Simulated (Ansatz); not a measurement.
# Sr3P4, first-principles data

Sr$_{3}$P$_{4}$:
```
CELL_PARAMETERS angstrom
      0.00000     8.59268     2.89143
      7.06352     0.00000     2.89143
      7.06352     8.59268     0.00000
ATOMIC_POSITIONS crystal
  Sr 0.57879 0.91910 0.08499
  Sr 0.91910 0.57879 0.41713
  Sr 0.83287 0.16501 0.33090
  Sr 0.16501 0.83287 0.67121
  Sr 0.50499 0.50499 0.99501
  Sr 0.25499 0.25499 0.74501
  P  0.08437 0.91951 0.41755
  P  0.91951 0.08437 0.57857
  P  0.67143 0.83245 0.33049
  P  0.83245 0.67143 0.16563
  P  0.52063 0.99588 0.82324
  P  0.99588 0.52063 0.66024
  P  0.58976 0.42676 0.25412
  P  0.42676 0.58976 0.72937
```

Space group Fdd2 (No. 43); conventional cell a = 14.127 Å, b = 17.185 Å, c = 5.783 Å, α = β = γ = 90.00°.

Method: the program Ansatz at the PBEsol level (PAW). Geometry: relaxed at this level of theory. Other levels are named where they apply.

### Cell and energy

```json
{
 "volume_per_atom": "25.07 Å³",
 "density": "3.66 g/cm³",
 "Formation energy from the elements (no fitted shifts)": "-1006 meV/atom"
}
```

### Electronic structure

```json
{
 "band_gap": "0.80 eV (indirect)",
 "valence_band_maximum": "on the Γ–Λ0 line, 73 % of the way from Γ (k = 0.234, 0.234, 0.000 in fractions of the reciprocal vectors)",
 "conduction_band_minimum": "at Γ",
 "smallest_direct_gap_on_the_standard_path": "0.99 eV",
 "electron_effective_mass": "0.38, 1.2, 1.8 mₑ (principal values)",
 "hole_effective_mass": "0.92, 1.1, 1.2 mₑ (principal values)",
 "HSE06 gap on the PBEsol cell": "1.47 eV",
 "Gap with spin–orbit coupling": "0.80 eV"
}
```

### Mechanics

```json
{
 "Bulk modulus (Birch–Murnaghan fit)": "46.6 GPa",
 "Pressure derivative B′": "4.9"
}
```

The workflow started from a Materials Project entry (that database holds measured and hypothetical structures alike); the Crystallography Open Database files this formula in space group No. 43, but the cells were not matched. Its standing as an ambient phase is unchecked. Symmetry was held in the PBEsol relaxation; whether a distortion lowers the energy is not shown. The references are the lowest solids computed at this level, not always the standard phases. Spin–orbit coupling is left out wherever it is not named.

Potentials: the later of the program's two PAW sets.
